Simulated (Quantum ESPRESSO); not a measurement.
One change at a time to InIrMo3Ti2W

Calculated results; nothing here was measured. They come from Quantum ESPRESSO 7.5, a public plane-wave density functional program. Each row is one single-point run on a made-up periodic cell of eight metal atoms, with elements, volume, strain and displacements drawn at random and not relaxed, so a cell may be unstable or far from any real phase. There is no spin polarisation or spin-orbit coupling.

Settings: PBE unless stated; PseudoDojo standard norm-conserving files; Fermi-Dirac width 0.25 eV, which means electrons at about 2900 K; cutoff 1143 eV; 5 x 5 x 4 k mesh shifted half a step off Gamma. E is the free energy of the whole cell (internal energy minus TS), so a -TS column is already part of it. Stress is positive in tension, and the pressure P is minus a third of its trace.

Checks: one run of this series was repeated at a higher cutoff and on a denser mesh, which moved values by no more than 0.002 eV, 0.02 GPa and 0.007 eV/Å, and a second program with other atomic files agreed on it to 2 % rms in force and 0.5 GPa in pressure. Known limits: heavy elements are run without spin-orbit coupling, which real alloys of them have; a spin test at this wide smearing found no moment, but such smearing suppresses magnetism that the real alloy may have.

The lattice is hexagonal close-packed, and the cell vectors in Å are (0.009, 0.046, -4.594); (0.061, 5.075, -0.050); (5.792, 0.070, -0.011), a volume of 134.99 Å³ in run 1. The elements on sites 1 to 8 are Ti In Ir Mo Mo W Mo Ti. Each later run makes one change to run 1 and keeps the rest. E is counted from run 1, and is n/a where other atomic files have another zero of energy.

| run | change | V (Å³) | P (GPa) | -TS (eV) | rms force (eV/Å) | largest change of a force component (eV/Å) | E (eV) |
|---|---|---|---|---|---|---|---|
| 1 | none | 134.99 | -2.86 | -1.978 | 0.443 | 0.000 | 0.000 |
| 2 | sites 2 and 7 exchanged | 134.99 | -2.83 | -1.998 | 0.725 | 1.605 | 0.139 |
| 3 | all lengths scaled by -0.65 % | 132.38 | 0.78 | -1.937 | 0.468 | 0.083 | ? |
| 4 | Zr on site 2 | 134.99 | -0.39 | -2.205 | 0.430 | 0.621 | n/a |
| 5 | site 5 moved by -0.07 Å along y | 134.99 | -2.87 | -1.978 | 0.478 | 0.400 | 0.029 |

## Worked estimate

Along a uniform scaling dE = -P dV. The mean of the two pressures is -1.040 GPa and the volume changes by -2.61 Å³, with 160.2 GPa to one eV/Å³. The same two rows give -V dP/dV = 186 GPa for this cell with clamped atoms, which is not the bulk modulus of a real alloy.

## Withheld value

Question: what E should run 3 give?

The estimate is -0.017 eV. The calculation gave -0.017 eV.
